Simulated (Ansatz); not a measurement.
Here is the system:

BaTi₂Te₂O:
Space group P4/mmm (No. 123); a = b = 4.115 Å, c = 8.144 Å, α = β = γ = 90.00°

```tsv
atom	site	symmetry	x	y	z
Ba	1a	4/mmm	0.0000	0.0000	0.0000
Ti	2e	mmm.	0.0000	0.5000	0.5000
Te	2h	4mm	0.5000	0.5000	0.2509
O	1b	4/mmm	0.0000	0.0000	0.5000
```

This is the r²SCAN-relaxed structure.

Task: All from r²SCAN in the plane-wave PAW code Ansatz, unless another level is named. Predict the electronic character.

Result: metallic (no gap).

Task: Predict the density of states at the Fermi level.

Result: 0.73 states/eV per atom (mean over ±0.08 eV).

Task: Predict the formation energy from the elements (no fitted shifts).

Result: -1.71 eV/atom.

The start of the workflow was typed in or built on a structure type; neither database checked (COD, Materials Project) lists it. Its standing as an ambient phase is unchecked. Symmetry was held in the r²SCAN relaxation; whether a distortion lowers the energy is not shown. The workflow began spin-polarised and lost its moments. The compound may be a true metal, but semilocal functionals without U, or a wrong spin order, can also close a gap. The references are the lowest solids computed at this level, not always the standard phases (solids in place of the gases). Spin–orbit coupling is left out wherever it is not named.

Potentials: the earlier of the program's two PAW sets. The files were generated under PBE; for other functionals the program regenerates the frozen cores, and for LDA and PBEsol the local potential too.
